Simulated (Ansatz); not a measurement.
Relax this structure to zero stress and force, keeping its symmetry:

Space group F-43m (No. 216). a = 4.403 Å, b = 4.403 Å, c = 4.403 Å, α = 90.00°, β = 90.00°, γ = 90.00°
```
atom site symmetry x y z
  Al    4a      -43m  0.0000  0.0000  0.0000
   N    4c      -43m  0.2500  0.2500  0.2500
```

Computed with DFT LDA, scalar-relativistic, plane waves, PAW (Ansatz 0.2.0).

Settings: cutoff 420 eV, Γ-centred mesh 10×10×10 on the computed 2-atom cell, Gaussian smearing of 0.02 eV; no spin polarisation.

Task: What does it relax to?

Result: The volume decreases by 0.44 Å³/atom to 10.23 Å³/atom, and the energy falls by 11.4 meV/atom. Final structure:
```yaml
crystal:
  lattice:
    - [0.00000, 2.17115, 2.17115]
    - [2.17115, 0.00000, 2.17115]
    - [2.17115, 2.17115, 0.00000]
  atoms:
    - { symbol: Al, position: [0.00000, 0.00000, 0.00000] }
    - { symbol: N, position: [0.75000, 0.75000, 0.75000] }
```

Course of the relaxation (steps run on the plane waves of an earlier cell, and the basis is chosen afresh near the end, so energy and pressure can step there; trial steps that raised the energy were taken back; energies are free energies):

```tsv
step	E − E_final (meV/atom)	P (GPa)	V (Å³/atom)
1	11.4	-8.09	10.67
2	2.0	-4.04	10.45
3	-1.5	0.23	10.24
4	-1.4	0.00	10.25
5	0.0	-0.25	10.25
6	-0.1	0.00	10.23
7	0.0	0.00	10.23
```

Cost: 1 run of about 0.12 core-minutes, on Arm Neoverse V2 (shared hosts).